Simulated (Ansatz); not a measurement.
The relaxed structure here is a generated cell of Te: the first start was made by placing the elements on the sites of a structure type, and the end was not matched to a known phase here, so it may be hypothetical. Known forms of Te include space group No. 152.

A relaxed cell of Te (Im-3m (No. 229)), relaxed on a k-mesh at least as fine as the one used below. Method: PBE (plane waves to 420 eV, PAW, scalar-relativistic; Ansatz, an electronic-structure program). Γ-centred k-mesh 12×12×12 on the run's cell (coarser than for final values), Fermi–Dirac smearing 0.05 eV.

```
Te
1.0
   -3.84764     3.84764     3.84764
    0.00000     0.00000     3.84764
    0.00000     3.84764     0.00000
Te
2
Cartesian
  0.00000   0.00000   0.00000
 -1.92382   1.92382   1.92382
```

The atoms are displaced along an unstable phonon of this cell by (Å):

```tsv
atom	ux	uy	uz
Te1	0.000	0.000	0.150
Te2	0.000	0.000	-0.150
```

Task: What forces (eV/Å) and pressure result?

Result: 
```csv
atom,Fx,Fy,Fz
Te1,0.00,0.00,0.17
Te2,0.00,0.00,-0.17
```

Pressure +1.2 GPa.

The undisplaced cell is probably no minimum: from this displacement the run went on to P4/nmm (No. 129), 0.20 eV/atom below it.

No spin polarisation in the result.
